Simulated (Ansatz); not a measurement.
**Spinel alloy of ZnGa2O4 and ZnAl2O4 (9 of 16 Ga sites exchanged), 56 atoms**

Ansatz, PAW, plane waves. PBEsol relaxation of volume and atoms (shape held) at the single k point (¼, ¼, ¼) without its symmetry partners; single points on the relaxed atoms at the Γ point alone, onto which points of the small cell's zone fold. Arrangement: quasirandom. No spin–orbit coupling unless named.

Relaxed structure:

```xyz
56
Lattice="8.2011 0.0000 0.0000 0.0000 8.2011 0.0000 0.0000 0.0000 8.2011" Properties=species:S:1:pos:R:3 pbc="T T T"
Zn    7.1830    3.0778    3.0654
Zn    3.0694    7.1645    3.0666
Zn    3.0673    3.0797    7.1833
Zn    1.0344    1.0328    1.0649
Zn    7.1840    7.1631    7.1820
Zn    5.1198    5.1180    1.0647
Zn    5.1190    1.0294    5.0861
Zn    1.0332    5.1174    5.0889
Ga    4.1167    8.1894    0.0097
Ga    6.1610    2.0586    0.0347
Ga    2.0495    6.1246    0.0030
Ga    6.1431    6.1585    4.0885
Ga    2.0598    8.1892    6.1148
Ga    6.1406    4.1097    6.1607
Ga    0.0137    2.0562    6.1394
O     4.2374    0.1216    2.0021
O     6.0160    1.9222    2.0060
O     4.1785    1.9752    0.1591
O     6.0909    0.0840    0.1569
O     0.1163    4.2207    1.9529
O     1.9222    6.0070    1.9850
O     0.0720    6.0177    0.1363
O     1.9190    4.1507    0.1503
O     0.0784    0.0675    5.9874
O     1.9863    1.9675    5.9875
O     0.1377    1.9298    4.1491
O     1.9239    0.1358    4.1347
O     2.1779    2.1686    2.1703
O     3.9731    3.9834    2.1749
O     3.9723    2.1699    3.9848
O     2.1549    3.9682    3.9719
O     4.1541    4.2178    6.0178
O     6.0022    6.0762    6.0612
O     4.1554    6.0112    4.2152
O     5.9986    4.1770    4.1724
O     6.2802    6.2875    2.1216
O     8.0908    8.0791    2.1533
O     8.1349    6.2794    3.9615
O     6.2941    8.1401    3.9649
O     6.2377    2.1394    6.2501
O     8.1280    4.0394    6.2968
O     8.1392    2.1917    8.1327
O     6.2971    4.0262    8.1468
O     2.1872    6.2165    6.2209
O     4.0348    8.0510    6.2149
O     4.0226    6.2069    8.0605
O     2.1399    8.1039    8.1065
Al    6.1647    0.0068    2.0645
Al    0.0075    4.1039    0.0288
Al    0.0104    0.0058    4.0639
Al    4.0742    4.0918    4.0954
Al    2.0541    2.0520    4.0728
Al    2.0429    4.0867    2.0640
Al    4.0968    2.0519    2.0762
Al    0.0016    6.1491    2.0504
Al    4.0908    6.1319    6.1341
```

(1) What are the mean bond lengths by pair (pairs within 1.2 times the sum of covalent radii, less contacts 15 % beyond the pair's median; cation–cation pairs of compounds aside; long ionic contacts are cut short by that bound)?

(2) What gap lies between the top filled and the lowest empty level in the single points?

Results:

(1) Al–O 1.924 ± 0.008 Å (standard deviation, 54 bonds); Ga–O 1.988 ± 0.008 Å (standard deviation, 42 bonds); O–Zn 1.958 ± 0.002 Å (standard deviation, 32 bonds).

(2) HSE06 5.25 eV (81 s on 7 threads of Neoverse-V2).
